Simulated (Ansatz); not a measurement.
## Formation energy of Ba3Al (L12 type)

```xyz
4
Lattice="5.4436 0.0000 0.0000 0.0000 5.4436 0.0000 0.0000 0.0000 5.4436" Properties=species:S:1:pos:R:3 pbc="T T T"
Al    0.0000    0.0000    0.0000
Ba    0.0000    2.7218    2.7218
Ba    2.7218    0.0000    2.7218
Ba    2.7218    2.7218    0.0000
```

The cell comes from a relaxation on PAW files under the same functional, begun from a prototype that needn't be the stable phase.

Computed with Ansatz 0.2.0; functional PBEsol, scalar-relativistic. Settings: a Γ-centred 7×7×7 k mesh, Fermi–Dirac smearing of 0.05 eV, no spin polarisation. Methods: LAPW: all electrons, basis error target 0.5 meV/atom; PAW: frozen-core files, cutoff 420 eV.

The elements are taken as Al fcc, Ba bcc, each relaxed on PAW files under the same functional and computed by the same method as the compound; zero-point and thermal terms are left out.

Spin–orbit coupling is left out, which matters for the heavy atoms. The PAW files were made under PBE.

Q: Give the formation energy by each method, with the residual pressure at this cell and the LAPW gap.

A: 

```csv
method,ΔE(formation) (eV/atom),P at this cell (GPa),gap (eV)
LAPW,0.039,-0.05,0.00
PAW,0.039,-0.05,–
```

Q: Give the LAPW value for one formula unit in kJ/mol.

A: 0.039 eV/atom × 4 atoms × 96.485 kJ/(mol·eV) = 15.1 kJ/mol, at zero temperature and without zero-point motion.
